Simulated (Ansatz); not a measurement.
Computed frozen-phonon scan: ZnAu (CsCl type)

Relaxed ZnAu (CsCl type):

```
ZnAu
1.0
    6.37355     0.00000     0.00000
    0.00000     3.18677     0.00000
    0.00000     0.00000     3.18677
Zn Au
2 2
Direct
  0.25000   0.50000   0.50000
  0.75000   0.50000   0.50000
  0.00000   0.00000   0.00000
  0.50000   0.00000   0.00000
```

The atoms are displaced by Q × the pattern below (from a DFPT mode at X = (0.5, 0.0, 0.0), largest move 1; Q in Å), at fixed cell. (q is in reciprocal vectors of the primitive cell; the cell shown is doubled to hold the pattern.)

| atom | x | y | z |
|---|---|---|---|
| Zn1 | 1.000 | 0.000 | 0.000 |
| Zn2 | -1.000 | 0.000 | 0.000 |

Atoms not listed stay in place.

Calculation: PBE (plane waves to 420 eV, PAW, scalar-relativistic; Ansatz, a first-principles code). k mesh 8×15×15 (Γ-centred), Fermi-Dirac smearing 0.05 eV. Energies are smeared free energies. Stress and pressure are positive under compression. With partly filled bands, energies and forces of such displacements shift with the k mesh and the smearing. Spin-orbit coupling is left out, though Au is heavy. ZnAu was relaxed with its symmetry unable to fall. The zero of ΔE is the undisplaced structure.

```tsv
Q (Å)	ΔE (meV/cell)	−dE/dQ from forces (eV/Å)	P (GPa)
-0.100	56.3	1.132	0.5
-0.083	39.0	0.939	0.3
-0.067	25.0	0.749	0.2
-0.050	14.0	0.562	0.1
-0.033	6.2	0.374	0.0
-0.017	1.6	0.187	-0.1
0.000	0.0	0.000	-0.1
0.017	1.6	-0.187	-0.1
0.033	6.2	-0.374	0.0
0.050	14.0	-0.562	0.1
0.067	25.0	-0.749	0.2
0.083	39.0	-0.939	0.3
0.100	56.3	-1.132	0.5
```

Read from the data:

The energy at Q = 0.100 Å is 56.3 meV/cell. Space group of the distorted cell: P4/mmm (No. 123), lowered from Pm-3m. Symmetry of the curve: even: the same for both signs. Shape of the curve: a single well with its minimum at or next to zero displacement. Harmonic wavenumber from the curvature (finite differences): 153 cm⁻¹.

(For displaced atoms, the force is minus the slope of the energy, and its curvature is a force constant, which sets phonon frequencies.)
